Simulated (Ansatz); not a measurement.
Bi2Te3 (Bi2Te3 type, space group R-3m)

```
CELL_PARAMETERS angstrom
      2.19374     1.26655    10.09654
     -2.19374     1.26655    10.09654
      0.00000    -2.53311    10.09654
ATOMIC_POSITIONS crystal
  Bi 0.40015 0.40015 0.40015
  Bi 0.59985 0.59985 0.59985
  Te 0.00000 0.00000 0.00000
  Te 0.20936 0.20936 0.20936
  Te 0.79064 0.79064 0.79064
```

E(V) scan at fixed shape, V₀ the volume above. The atoms relax within the cell's symmetry.

Calculation: PBE-D3(BJ) (plane waves to 420 eV, PAW, scalar-relativistic; Ansatz, a program for electronic structure). k mesh 9×9×9 (Γ-centred), Fermi-Dirac smearing 0.05 eV. E stands for the smeared free energy. Compression counts positive. Bi2Te3 was relaxed with its symmetry unable to fall. Spin-orbit coupling is left out, though Bi and Te are heavy. The PAW data are Ansatz's earlier set. ΔE is measured from the relaxed starting cell.

```tsv
V (Å³/atom)	ΔE (kJ/mol of atoms)	P (GPa)
28.277	[?]	11.3
29.624	7.64	[?]
30.971	3.06	4.2
32.317	[?]	1.8
33.664	0.00	0.0
35.010	0.55	-1.3
36.357	1.98	-2.2
37.703	4.00	-2.8
39.050	[?]	-3.2
```

### Question
Fill in the missing entries.

### Answer

- 28.277, ΔE (kJ/mol of atoms): 15.11
- 29.624, P (GPa): 7.3
- 32.317, ΔE (kJ/mol of atoms): 0.69
- 39.050, ΔE (kJ/mol of atoms): 6.42

(Under strain, the slope of the energy per volume gives the stress and its curvature an elastic modulus.)
